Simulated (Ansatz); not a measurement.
SiGeO3:
Space group P4mm (No. 99); a = b = 3.389 Å, c = 4.284 Å, α = β = γ = 90.00°

```
atom  site  symmetry       x       y       z
----  ----  --------  ------  ------  ------
Si      1b       4mm  0.5000  0.5000  0.6009
Ge      1a       4mm  0.0000  0.0000  0.1463
O       2c      2mm.  0.0000  0.5000  0.4828
O       1b       4mm  0.5000  0.5000  0.9774
```

Relaxed with LDA.

### Question
Give the optical modes at the zone centre with their infrared and Raman activity from DFPT, LDA (plane waves, PAW; program Ansatz).

### Answer
Transverse frequencies, without the LO–TO term; a row sums one degenerate level.

```tsv
ω (cm⁻¹)	degeneracy	IR ((D/Å)²/amu)	Raman (Å⁴/amu)	activity	symmetry
100i	2	37.22	13	IR+Raman	E
271	1	8.43	140	IR+Raman	A1
307	1	0.00	1.0	Raman	B1
312	2	10.87	1.6	IR+Raman	E
413	2	38.10	0.27	IR+Raman	E
518	1	15.58	1.5	IR+Raman	A1
739	2	14.34	0	IR	E
891	1	18.25	210	IR+Raman	A1
```

### Question
How high does the top mode go among those that the LO–TO term moves?

### Answer
816 cm⁻¹ for q along x, 816 cm⁻¹ for q along y, 1004 cm⁻¹ for q along z.

The start of the workflow was typed in or built on a structure type; neither database checked (COD, Materials Project) lists it. Whether it is the stable phase at ambient conditions was not checked. The cell was relaxed with LDA under the symmetry of its start. At this level the phase is dynamically unstable (imaginary phonons). A crystal of weakly bound units computed without a dispersion correction: the cell and the soft elastic constants depend strongly on that.

Potentials: the earlier of the program's two PAW sets. The files were generated under PBE; for other functionals the program regenerates the frozen cores, and for LDA and PBEsol the local potential too.
